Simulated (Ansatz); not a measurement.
Level of theory: DFT PBE, scalar-relativistic, plane waves, PAW (Ansatz). Plane waves to 420 eV, a 10×10×10 mesh through Γ for the 6-atom cell and 0.02 eV Gaussian smearing; no spin polarisation.

Formation energies are uncorrected and count from the elements' standard states at the same level.

Task: Give a relaxed trial structure of a tetragonal semiconductor that holds Al and 2 more elements, with a gap near 0.9 eV, a formation energy near −0.34 eV/atom and a density near 2.48 g/cm³, in a cell of 6 atoms. Its symmetry should be I-4m2 (No. 119).

Result: Al2BP3, space group I-4m2 (No. 119). Al has 4 P at 2.33–2.35 Å; around B lie 4 P at 2.11 Å; P on a site of symmetry 2mm has 2 B at 2.11 Å and 2 Al at 2.35 Å; P on a site of symmetry -4m2 is surrounded by 4 Al at 2.33 Å.

```cif
data_structure
_symmetry_space_group_name_H-M 'I-4m2'
_symmetry_Int_Tables_number 119
_cell_length_a 3.6231
_cell_length_b 3.6231
_cell_length_c 16.1110
_cell_angle_alpha 90.000
_cell_angle_beta 90.000
_cell_angle_gamma 90.000
_cell_volume 211.48
loop_
_atom_site_label
_atom_site_type_symbol
_atom_site_symmetry_multiplicity
_atom_site_Wyckoff_symbol
_atom_site_fract_x
_atom_site_fract_y
_atom_site_fract_z
_atom_site_occupancy
Al1 Al 4 e 0.50000 0.50000 0.34075 1
B1 B 2 b 0.50000 0.50000 0.00000 1
P1 P 4 f 0.00000 0.50000 0.06680 1
P2 P 2 d 0.50000 0.00000 0.25000 1
```

| Quantity | Value |
| --- | --- |
| Volume per atom | 17.62 Å³ |
| Density | 2.48 g/cm³ |
| Formation energy | −0.342 eV/atom |
| Gap on the 10×10×10 mesh of the 6-atom cell | 0.90 eV |

The structure comes from a generated guess, relaxed at this level; another structure or a mixture of phases may lie lower. Other answers may fit too; this one was computed.

Kohn–Sham gaps at this level usually fall short of measured ones. The reference form of P is held partly by dispersion forces, which this level lacks. Symmetry constrained the relaxation, so the result can be a saddle point.
